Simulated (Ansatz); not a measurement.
Cl (Cmce) from a database structure (r2SCAN+rVV10 geometry), in Ansatz:

```xyz
4
Lattice="3.1252 -2.0072 0.0000 3.1252 2.0072 0.0000 0.0000 0.0000 8.1466" Properties=species:S:1:pos:R:3 pbc="T T T"
Cl    3.1252   -1.5080    4.9489
Cl    3.1252    1.5080    3.1977
Cl    3.1252   -0.4993    0.8756
Cl    3.1252    0.4993    7.2710
```

G0W0@PBE with 757 empty bands, a screening cutoff of 220 eV and a 6×6×2 mesh (PAW, contour deformation) gives 4.554 eV over the mesh points, from a PBE gap of 2.202 eV; it sums over 771 bands with 769 plane waves in the screening and a wave cutoff of 420 eV. The G0W0 figures hold for the stated bands, cutoff and mesh and aren't extrapolated. Spin-unpolarised throughout; all numbers are computed.

(1) Estimate the gap with starting point HSE06.

(2) Estimate the gap with starting point r2SCAN, with them a wave cutoff of 500 eV.

Results:

(1) 5.767 eV (+1.213 eV), from a Kohn-Sham gap of 3.796 eV.

(2) 4.953 eV (+0.399 eV), from a Kohn-Sham gap of 2.566 eV.
